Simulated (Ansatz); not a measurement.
MgS: computed DOS

Space group Fm-3m (No. 225). a = 5.203 Å, b = 5.203 Å, c = 5.203 Å, α = 90.00°, β = 90.00°, γ = 90.00°
```
atom  site  symmetry       x       y       z
  Mg    4a      m-3m  0.0000  0.0000  0.0000
   S    4b      m-3m  0.5000  0.0000  0.0000
```

The runs use the primitive cell with vectors (0.000, 2.602, 2.602), (2.602, 0.000, 2.602), (2.602, 2.602, 0.000) Å, to which the k mesh refers.

The cell is COD entry 9008672, as deposited and not checked against the literature; nothing was relaxed.

Method: Ansatz 0.2.0, DFT, PBEsol, all-electron LAPW, scalar-relativistic.

The runs use a Γ-centred 10×10×10 k mesh, Fermi–Dirac smearing of 0.03 eV, basis error target 0.25 meV/atom, no spin polarisation.

States per eV and cell, averaged over 0.4 eV, from -12.6 to 6.4 eV, with energies (bin centres) from the valence-band top; empty bins are left out. The partial columns, the largest 3 alone, are projections on Löwdin-orthogonalised atomic shells (those that the program's projection atoms carry: the occupied ones and, for some elements, an empty d or f shell; other empty shells have no column), summed over atoms of an element. Weights on diffuse s and p shells depend on that basis and aren't pure angular character.

| E (eV) | total | S 3p | S 3s | Mg 3s |
| --- | --- | --- | --- | --- |
| -12.5 | 0.16 | 0.00 | 0.10 | 0.06 |
| -12.1 | 0.47 | 0.01 | 0.32 | 0.14 |
| -11.7 | 0.87 | 0.01 | 0.70 | 0.16 |
| -11.3 | 2.06 | 0.02 | 1.90 | 0.12 |
| -10.9 | 1.44 | 0.01 | 1.39 | 0.03 |
| -4.9 | 0.03 | 0.02 | 0.00 | 0.01 |
| -4.5 | 0.48 | 0.35 | 0.01 | 0.11 |
| -4.1 | 1.40 | 1.13 | 0.03 | 0.22 |
| -3.7 | 1.87 | 1.54 | 0.06 | 0.24 |
| -3.3 | 0.51 | 0.40 | 0.04 | 0.07 |
| -2.9 | 0.89 | 0.78 | 0.03 | 0.06 |
| -2.5 | 0.98 | 0.88 | 0.02 | 0.04 |
| -2.1 | 1.14 | 1.04 | 0.02 | 0.05 |
| -1.7 | 1.77 | 1.63 | 0.01 | 0.06 |
| -1.3 | 1.95 | 1.84 | 0.01 | 0.03 |
| -0.9 | 2.03 | 1.95 | 0.01 | 0.01 |
| -0.5 | 1.52 | 1.48 | 0.00 | 0.00 |
| -0.1 | 0.43 | 0.42 | 0.00 | 0.00 |
| 3.1 | 0.09 | 0.00 | 0.00 | 0.07 |
| 3.5 | 0.20 | 0.01 | 0.01 | 0.14 |
| 3.9 | 0.33 | 0.03 | 0.01 | 0.20 |
| 4.3 | 0.49 | 0.05 | 0.02 | 0.26 |
| 4.7 | 0.98 | 0.09 | 0.04 | 0.35 |
| 5.1 | 1.97 | 0.18 | 0.08 | 0.59 |
| 5.5 | 1.32 | 0.10 | 0.06 | 0.30 |
| 5.9 | 0.63 | 0.03 | 0.01 | 0.08 |
| 6.3 | 1.36 | 0.07 | 0.00 | 0.11 |

Task: Which of the resolved shells contributes most in the top eV of the valence band?

Result: S 3p, with 97 % of all states there; Mg 3s follows with 0 %.
